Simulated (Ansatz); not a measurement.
A geometry of BeNi away from equilibrium: step 2 of the relaxation of a relaxed BeNi cell displaced along its unstable phonon at q = (½, 0, ½) of its primitive reciprocal cell (118i cm⁻¹), largest move 0.15 Å. All values below come from PBEsol (plane waves to 420 eV, PAW, scalar-relativistic; Ansatz, a quantum-chemistry and plane-wave program). Γ-centred k-mesh 9×9×9 on the run's cell (coarser than for final values), Fermi–Dirac smearing 0.05 eV.

```xyz
12
Lattice="9.3462 0.0025 0.0000 -2.3354 4.0451 0.0000 4.6731 0.0013 3.4458" Properties=species:S:1:pos:R:3:forces:R:3 pbc="T T T" free_energy=-35371.744 pressure_GPa=-0.2
Ni     0.0011     4.0457     0.0749    0.0000    0.0000    0.1512
Ni     4.6742     4.0470    -0.0749    0.0000    0.0000   -0.1512
Ni     1.1688     2.0232    -0.0749    0.0000    0.0000   -0.1512
Ni     5.8419     2.0245     0.0749    0.0000    0.0000    0.1512
Ni    -1.1677     2.0226     0.0000    0.0000    0.0000    0.0000
Ni     3.5054     2.0238     0.0000    0.0000    0.0000    0.0000
Be     0.0000     0.0000     0.0000    0.0000    0.0000    0.0000
Be     2.3376     4.0464     0.0000    0.0000    0.0000    0.0000
Be     9.4225     2.5599     1.7229   -0.0304   -0.0666    0.0000
Be     4.5905     2.8338     1.7229   -0.0728    0.0070    0.0000
Be     2.2614     1.4890     1.7229    0.0304    0.0666    0.0000
Be     7.0933     1.2151     1.7229    0.0728   -0.0070    0.0000
```

Positions in Å, forces in eV/Å, free energy of the cell in eV (comparable only within this code, potentials and settings). Largest force: 0.15 eV/Å, on Ni1, Ni2, Ni3, Ni4 (atoms numbered as listed); the geometry lies 0.11 eV/atom above the end of its relaxation.

No spin polarisation in the result. A magnetic state may lie lower.

The run could not lose the symmetry of its start: the end is stationary, and may be a saddle point rather than a minimum.

The end of the path is a generated cell of BeNi: the first start was made by placing the elements on the sites of a structure type, and the end was not matched to a known phase here, so it may be hypothetical.
